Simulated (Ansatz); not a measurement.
BaHfO3:
Space group Pm-3m (No. 221); a = b = c = 4.158 Å, α = β = γ = 90.00°

| atom | site | symmetry | x | y | z |
|---|---|---|---|---|---|
| Ba | 1a | m-3m | 0.0000 | 0.0000 | 0.0000 |
| Hf | 1b | m-3m | 0.5000 | 0.5000 | 0.5000 |
| O | 3c | 4/mm.m | 0.0000 | 0.5000 | 0.5000 |

Relaxed with PBEsol.

Q: Give the optical modes at the zone centre with their infrared activity from DFPT, PBEsol (plane waves, PAW; program Ansatz).

A: Transverse frequencies, without the LO–TO term; a row sums one degenerate level.

| ω (cm⁻¹) | degeneracy | IR ((D/Å)²/amu) | activity | symmetry |
|---|---|---|---|---|
| 99 | 3 | 19.76 | IR | T1u |
| 183 | 3 | 72.74 | IR | T1u |
| 195 | 3 | 0.00 | IR-inactive | T2u |
| 523 | 3 | 51.13 | IR | T1u |

Q: How high does the top mode go among those that the LO–TO term moves?

A: 681 cm⁻¹ for q along x.

The PBEsol relaxation kept the symmetry of its start. No spin polarisation was allowed. Scalar-relativistic: spin–orbit coupling is off unless named, which matters more the heavier the elements.

Potentials: the earlier of the program's two PAW sets. The files were generated under PBE; for other functionals the program regenerates the frozen cores, and for LDA and PBEsol the local potential too.
